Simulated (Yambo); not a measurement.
## Convergence of the G0W0 gap of SiO$_{2}$

G0W0@PBEsol for SiO₂ (space group P2_1, No. 4) in Yambo. Reference settings: 2×1×2 Γ-centred k mesh, 257 bands and a 7 Ry block in the screening, 257 bands in G with the Bruneval-Gonze terminator, plasmon pole fitted at 27.2 eV. The PBEsol gap Γ → Γ on this mesh is 5.74 eV; G0W0 gaps are taken between the same points.

```
change from the reference       G0W0 gap Γ → Γ (eV)  shift of the valence edge (eV)        rough Yambo cost
------------------------------  -------------------  ------------------------------  ----------------------
reference settings                             8.61                           -1.81                       1
99 bands in W, 99 bands in G                   8.74                           -1.65               about 1/3
167 bands in W, 167 bands in G                 8.63                           -1.75  within a factor of two
99 bands in G                                  8.62                           -1.78                       –
167 bands in G                                 8.60                           -1.80                       –
122 bands in W                                 8.69                           -1.71               about 1/2
1 Ry block                                     9.45                           -2.59               about 1/2
3 Ry block                                     8.62                           -1.91               about 1/2
6 Ry block                                     8.57                           -1.79  within a factor of two
pole fitted at 15 eV                           8.57                           -1.75                       –
no random integration                          8.42                           -1.48                       –
99 bands in G, no terminator                   8.31                           -1.18                       –
167 bands in G, no terminator                  8.40                           -1.44                       –
no terminator                                  8.50                           -1.60                       –
```

The reference isn't shown to be the converged limit. Costs are rough (shared machines), scaled to the same edge states, and given only for runs that recompute the screening.

Geometry of the Materials Project entry, not relaxed at this level; primitive cell a = 4.931 Å, b = 8.180 Å, c = 5.005 Å, α = γ = 90.00°, β = 118.37°.

This is not the ordinary phase of the substance; no match was found in the copy of COD used, and its stability was not checked.

A shift is the quasiparticle energy of the state minus its PBEsol energy.
